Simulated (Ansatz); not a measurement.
LiH (started from an entry of an open crystallographic database) with hydrogen sites as listed, relaxed with r2SCAN+rVV10, was run in Ansatz under altered settings. All numbers are computed, without spin polarisation but where a row says otherwise.

```yaml
crystal:
  lattice:
    - [0.00000, 1.99847, 1.99847]
    - [1.99847, 0.00000, 1.99847]
    - [1.99847, 1.99847, 0.00000]
  atoms:
    - { symbol: Li, position: [0.00000, 0.00000, 0.00000] }
    - { symbol: H, position: [0.50000, 0.50000, 0.50000] }
```

The base run's other keys:
```yaml
kpoints:
  mp_grid: { grid: [8, 8, 8] }
hamiltonian:
  xc: pbe
scf:
  occupations: { method: fixed }
  n_extra_bands: 4
```

It takes 6 iterations with 331 plane waves at 420 eV and 29 k points, and leaves a mean stress of +0.28 GPa. The gap over this mesh is 2.979 eV.

Outcomes, with energy and stress as changes against the base:

| setting | outcome | ΔF (meV/atom) | Δ mean stress (GPa) | gap on the mesh (eV) | iterations |
| --- | --- | --- | --- | --- | --- |
| scf.n_extra_bands: 24 | converged | 0.0 | 0.00 | 2.979 | 6 |
| basis.ecutwfc: 160 | converged, warned | +667 | +0.46 | 2.838 | 6 |
| scf.max_iter: 3 | not converged | – | – | – | 3 |
| scf.occupations: cold 0.5 | converged | 0.0 | 0.00 | 2.979 | 6 |
| scf.occupations: fermi_dirac 1.5 | converged | -243 | +4.95 | 3.119 | 6 |
| scf.occupations: methfessel_paxton 0.5 | converged | 0.0 | 0.00 | 2.979 | 4 |
| hamiltonian.dispersion: rvv10 | refused | – | – | – | – |
| scf.mixing.preconditioner: kerker | converged | 0.0 | 0.00 | 2.979 | 6 |
| hamiltonian.dispersion: d2 | refused | – | – | – | – |
| scf.occupations: fermi_dirac 0.2 | converged | 0.0 | 0.00 | 2.979 | 6 |
| scf.mixing.ndim: 1 | converged | 0.0 | 0.00 | 2.979 | 10 |
| hamiltonian.xc: pw91 | refused | – | – | – | – |
| hamiltonian.xc: mr2scan (cutoff then 500 eV) | converged | – | -0.05 | 3.626 | 6 |

A dash marks a value that wasn't obtained or can't be compared. Stress is positive in compression.

- basis.ecutwfc: 160. 65 plane waves in place of 331. The free energy moves by +667 meV an atom, the mean stress by +0.46 GPa and the gap on the mesh by -0.140 eV (to 2.838). The basis is too small: these are errors of the cutoff. Warned: cutoff below recommended.
- scf.max_iter: 3. The calculation stopped without meeting its thresholds. It stopped after 3 iterations; the base needs 6. Nothing that it printed is a property of the solid. Error: did not converge after 3 iterations: dr2 = 3.56e-7 (threshold 1.00e-7), under the density mixer `msr1`, which `scf.mixing.algorithm: auto` chose by the deck's other keys (type `scf.mixing.algorithm: msr1` to keep it) […]
- scf.occupations: fermi_dirac 1.5. The free energy moves by -243 meV an atom, the mean stress by +4.95 GPa and the gap on the mesh by +0.140 eV (to 3.119). The term −TS is -773 meV an atom. A width of 1.5 eV moves electrons across a gap of 2.98 eV: this is no longer the ground state.
- hamiltonian.dispersion: rvv10. The input is refused before any iteration. Error: inconsistent input (hamiltonian.dispersion, hamiltonian.xc): `dispersion: rvv10` has no transferable b for PBE exchange — Sabatini et al. (2013) fitted b=6.3 to rPW86, and the PBE refits of Peng & Perdew (2017) are task-dependent (b=6.6 S22 / b=10.0 layered). Use `xc: {exchange: rpw86, correlation […]
- hamiltonian.dispersion: d2. It is rejected at once. Error: YAML parse error: line 13 column 15: hamiltonian.dispersion: `d2` is not `none`, `rvv10`, `d3bj`, `d3bjatm`, `d4` or a map `{method: …, s8: …, a1: …, a2_bohr: …}` (numbers without units, a2 in bohr) or `{method: …, functional: …}`
- hamiltonian.xc: pw91. The input is refused before any iteration. Error: YAML parse error: line 12 column 7: hamiltonian.xc: unknown variant `pw91`, expected one of […]
- hamiltonian.xc: mr2scan. The cutoff follows the functional, from 420 to 500 eV. The mean stress moves by -0.05 GPa and the gap on the mesh by +0.647 eV (to 3.626). It's another functional on the same cell, so totals aren't comparable.

Within 1 meV an atom, 0.1 GPa and 0.005 eV of the base stay: scf.n_extra_bands: 24; scf.occupations: cold 0.5; scf.occupations: methfessel_paxton 0.5; scf.mixing.preconditioner: kerker; scf.occupations: fermi_dirac 0.2; scf.mixing.ndim: 1.
